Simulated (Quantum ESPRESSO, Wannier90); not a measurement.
## Wannier functions of MoS₂ (R3m)

```
MoS2
1.0
   -1.59215     2.75768     0.00000
   -3.18430     0.00000     0.00000
   -1.59215     0.91923     6.48210
Mo S
1 2
Direct
  0.00022   0.00022   0.99934
  0.58706   0.58706   0.23881
  0.74670   0.74670   0.75991
```

Cell from Materials Project (mp-1434), symmetrised, no further relaxation. COD (Crystallography Open Database) has the formula in 3 space groups, this one among them (matched by group alone). Computed values, not measurements, from PBEsol: Quantum ESPRESSO (norm-conserving PseudoDojo potentials, cutoff 64 Ry, spinors with spin-orbit coupling) on a Γ-centred 6×6×6 mesh, then Wannier90. Density: 12×12×12 mesh, cold smearing 0.01 Ry. The cell is built of weakly bound layers, chains or molecules, whose nearest atoms lie 3.85 Å apart. Database cells relaxed without dispersion often hold them too far apart, which can enlarge gaps and weakens couplings between them; spacing and stacking were not compared with the measured crystal.

The lattice is scaled uniformly with fixed fractional positions (axis ratios and free coordinates are held, so this isn't the response to pressure), and at each scale an atom-like model (Mo d, S p; disentangled, num_iter = 0) is made. Listed is the largest hopping of each kind of orbital pair shown, with the distance of the two functions' centres at scale 1; the mesh was not varied.

```json
[
 {"scale": "0.980", "gap (eV)": "1.077", "modulus of t, Mo1 dyz↑–S3 py↑ at 2.35 Å (eV)": "1.713", "modulus of t, S3 pz↑–S2 pz↑ at 3.28 Å (eV)": "1.108", "modulus of t, Mo1 dx2-y2↑–Mo1 dx2-y2↑ at 3.18 Å (eV)": "0.664"},
 {"scale": "0.990", "gap (eV)": "1.079", "modulus of t, Mo1 dyz↑–S3 py↑ at 2.35 Å (eV)": "1.658", "modulus of t, S3 pz↑–S2 pz↑ at 3.28 Å (eV)": "1.095", "modulus of t, Mo1 dx2-y2↑–Mo1 dx2-y2↑ at 3.18 Å (eV)": "0.630"},
 {"scale": "1.000", "gap (eV)": "1.060", "modulus of t, Mo1 dyz↑–S3 py↑ at 2.35 Å (eV)": "1.604", "modulus of t, S3 pz↑–S2 pz↑ at 3.28 Å (eV)": "1.082", "modulus of t, Mo1 dx2-y2↑–Mo1 dx2-y2↑ at 3.18 Å (eV)": "0.598"},
 {"scale": "1.010", "gap (eV)": "1.040", "modulus of t, Mo1 dyz↑–S3 py↑ at 2.35 Å (eV)": "1.551", "modulus of t, S3 pz↑–S2 pz↑ at 3.28 Å (eV)": "1.068", "modulus of t, Mo1 dx2-y2↑–Mo1 dx2-y2↑ at 3.18 Å (eV)": "0.568"},
 {"scale": "1.020", "gap (eV)": "1.019", "modulus of t, Mo1 dyz↑–S3 py↑ at 2.35 Å (eV)": "1.499", "modulus of t, S3 pz↑–S2 pz↑ at 3.28 Å (eV)": "1.054", "modulus of t, Mo1 dx2-y2↑–Mo1 dx2-y2↑ at 3.18 Å (eV)": "0.539"}
]
```

Problem. With |t| ∝ d^(−η), find η for each hopping from the ends of the series, and the volume deformation potential of the gap at scale 1.

Solution. 
- Mo1 dyz↑–S3 py↑ at 2.35 Å: η = −ln(1.499/1.713)/ln(1.020/0.980) = 3.3
- S3 pz↑–S2 pz↑ at 3.28 Å: η = −ln(1.054/1.108)/ln(1.020/0.980) = 1.2
- Mo1 dx2-y2↑–Mo1 dx2-y2↑ at 3.18 Å: η = −ln(0.539/0.664)/ln(1.020/0.980) = 5.2
Harrison's rules would take η = 3.5, 2.0, 5.0 for these pairs; they describe atomic orbitals, while these are orthogonalised and change shape with the volume.
Volume deformation potential of the gap: dE_g/d ln V = (1.040 − 1.079)/(3 ln(1.010/0.990)) = -0.6 eV. The slope changes along the series, so this value holds near scale 1 alone.
